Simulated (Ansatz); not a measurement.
# What DFT gives for HfN (Fm-3m)

Conventional cell: a = 4.502 Å, b = 4.502 Å, c = 4.502 Å, α = 90.00°, β = 90.00°, γ = 90.00°. Hf (atom 1) is surrounded by 6 N at 2.25 Å. Around N (atom 2) lie 6 Hf at 2.25 Å.

Ansatz runs use the cell relaxed by PAW under their functional.

Problem. What do its conduction electrons give? (PBEsol, all-electron LAPW in Ansatz 0.2.0, scalar-relativistic; a = 4.502 Å; k mesh 14×14×14, fine mesh 20×20×20, Fermi-Dirac smearing of 0.080 eV, basis error target 1 meV/atom)

Solution. Fermi-surface sums: N(E_F) = 0.30 states/eV/atom, ħω_p (r.m.s. of x, y, z) = 9.2 eV, Fermi speed = 1.04×10⁶ m/s.

Problem. How stiff is it? (PBEsol, PAW on Ansatz 0.2.0's default frozen-core files (fitted under PBE), scalar-relativistic; a = 4.502 Å; k mesh 18×18×18, strains of ±0.008, Fermi-Dirac smearing of 0.100 eV, cutoff 420 eV)

Solution. Elastic moduli (Hill averages, relaxed ions; θ_D from sound speeds over directions): B = 284 GPa, G = 166 GPa, C11 = 624 GPa, C44 = 123 GPa, ν = 0.256, θ_D = 499 K.

Problem. How does it vibrate? (PBEsol, all-electron LAPW in Ansatz 0.2.0, scalar-relativistic; a = 4.502 Å; k mesh 14×14×14, Fermi-Dirac smearing of 0.100 eV, basis error target 1 meV/atom; q mesh 2×2×2)

Solution. Harmonic phonons by finite displacements (negative means unstable): highest mode = 532 cm⁻¹, lowest at L = 121 cm⁻¹, lowest at X = 147 cm⁻¹, highest at Γ = 502 cm⁻¹.

Caveats: no spin-orbit coupling on heavy atoms; these sums move with the mesh, by several per cent and more for small sheets (Fermi surface); frozen-core PAW files fitted under PBE, their cores solved anew for the functional of the run (moduli); responses of metals move with mesh and smearing (moduli, phonons).
